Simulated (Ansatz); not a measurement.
Values for one crystal, relaxed and computed with PBEsol in the plane-wave PAW code Ansatz; other levels are named.

```yaml
volume_per_atom: 15.61 Å³
electronic_character: metallic (no gap)
Bulk modulus (Birch–Murnaghan fit): 228 GPa
Formation energy from the elements (no fitted shifts): -672 meV/atom
Density of states at the Fermi level: 0.35 states/eV per atom (mean over ±0.08 eV)
Pressure derivative B′: 4.2
Gap with spin–orbit coupling: none (metallic)
```

Q: Which of these materials gives this?
(A) Ta5Si3, I4/mcm (Ta on 16l, Ta on 4c, Si on 8h, Si on 4a)
(B) CoSi, P2_13 (Co on 4a, Si on 4a)
(C) Co2Si, Pnma (Co on 4c, Co on 4c, Si on 4c)
(D) ScSi, Cmcm (Sc on 4c, Si on 4c)

A: A, Ta5Si3, I4/mcm (Ta on 16l, Ta on 4c, Si on 8h, Si on 4a)

The first step of the workflow began from a Materials Project structure, measured or hypothetical; the Crystallography Open Database files this formula in space group No. 140, but the cells were not matched. Its standing as an ambient phase is unchecked. The cell was relaxed with PBEsol under the symmetry of its start; its stability against distortions is not shown here. No spin polarisation was allowed. The references are the lowest solids computed at this level, not always the standard phases. Spin–orbit coupling is left out wherever it is not named.

Potentials: the later of the program's two PAW sets.
